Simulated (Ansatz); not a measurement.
Relaxed-ion elastic tensor of Nb$_{2}$N (anti-CdI2 type, P-3m1) in GPa (Voigt order), the program Ansatz at the PBEsol level (PAW); density 8.23 g/cm³, 13.44 Å³ per atom.

```json
[
 {"": "1", "1": "438", "2": "113", "3": "178", "4": "-35.9", "5": "0.0", "6": "0.0"},
 {"": "2", "1": "113", "2": "438", "3": "178", "4": "35.9", "5": "0.0", "6": "0.0"},
 {"": "3", "1": "178", "2": "178", "3": "420", "4": "0.0", "5": "0.0", "6": "0.0"},
 {"": "4", "1": "-35.9", "2": "35.9", "3": "0.0", "4": "101", "5": "0.0", "6": "0.0"},
 {"": "5", "1": "0.0", "2": "0.0", "3": "0.0", "4": "0.0", "5": "101", "6": "-35.9"},
 {"": "6", "1": "0.0", "2": "0.0", "3": "0.0", "4": "0.0", "5": "-35.9", "6": "162"}
]
```

Question: Is the crystal mechanically stable?

Answer: Yes: the smallest eigenvalue of C is 84.6 GPa.

Question: Work out the Voigt, Reuss and Hill averages.

Answer: K_V = 248, K_R = 248, K_H = 248; G_V = 128, G_R = 114, G_H = 121 GPa.

Question: Give Young's modulus, Poisson's ratio, Pugh's ratio and the universal anisotropy index.

Answer: E = 9KG/(3K + G) = 313 GPa; ν = 0.29; K/G = 2.05 (ductile by the Pugh limit of 1.75); A_U = 5G_V/G_R + K_V/K_R − 6 = 0.60.

Question: Estimate the sound speeds and the Debye temperature.

Answer: v_l = √((K + 4G/3)/ρ) = 7050 m/s, v_t = √(G/ρ) = 3840 m/s, mean 4280 m/s; Θ = (h/k)(3n/4πV)^(1/3) v_m = 536 K.

Question: Solve the Christoffel equation for the three sound speeds along x, y, z.

Answer: Eigenvalues of C_ijkl n_j n_l equal ρv². In km/s, slowest first: x 3.21, 4.66, 7.29; y 3.44, 4.44, 7.32; z 3.51, 3.51, 7.14.

Question: How much does each axis shrink under pressure?

Answer: Linear compressibilities β_i = Σ_j S_ij (j = 1 to 3): x 1.4, y 1.4, z 1.2 per TPa.

The workflow started from a Materials Project entry (that database holds measured and hypothetical structures alike); the Crystallography Open Database copy checked does not list it. Whether it is the stable phase at ambient conditions was not checked. The cell was relaxed with PBEsol under the symmetry of its start; its stability against distortions is not shown here. No spin polarisation was allowed. As this level gives no gap, shear constants depend on the k-mesh and smearing (Fermi–Dirac, 0.1 eV here).

Potentials: the later of the program's two PAW sets.
